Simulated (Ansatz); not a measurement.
LaSi2Ag2 in space group I4/mmm (No. 139; Ag on 4d, Si on 4e, La on 2a), r²SCAN (plane waves, PAW; program Ansatz), all energies at zero smearing, with the estimated change up to a 700 eV cutoff added, with one set of potentials and settings (totals compare only within such a set). Cell of 5 atoms (2 Ag, 2 Si, 1 La): -22753.157 eV.

```tsv
element	reference phase	E (eV/atom)
Ag	R-3m, 3 atoms in the cell	-7603.9440
Si	Fd-3m, 2 atoms in the cell	-639.0667
La	P6_3/mmc, 4 atoms in the cell	-6264.6784
```

Formation energy per atom, worked out: (-22753.157 − 2×(-7603.9440) − 2×(-639.0667) − 1×(-6264.6784))/5 = -0.491 eV/atom (-47 kJ per mol of atoms), at 0 K, without zero-point energy or fitted corrections.

The workflow started from an entry of the Crystallography Open Database (COD). Whether it is the stable phase at ambient conditions was not checked. Symmetry was held in the r²SCAN relaxation; its stability against distortions is not shown here. No spin polarisation was allowed. The references are the lowest solids computed at this level, not always the standard phases. Spin–orbit coupling is left out wherever it is not named.

Potentials: the later of the program's two PAW sets.
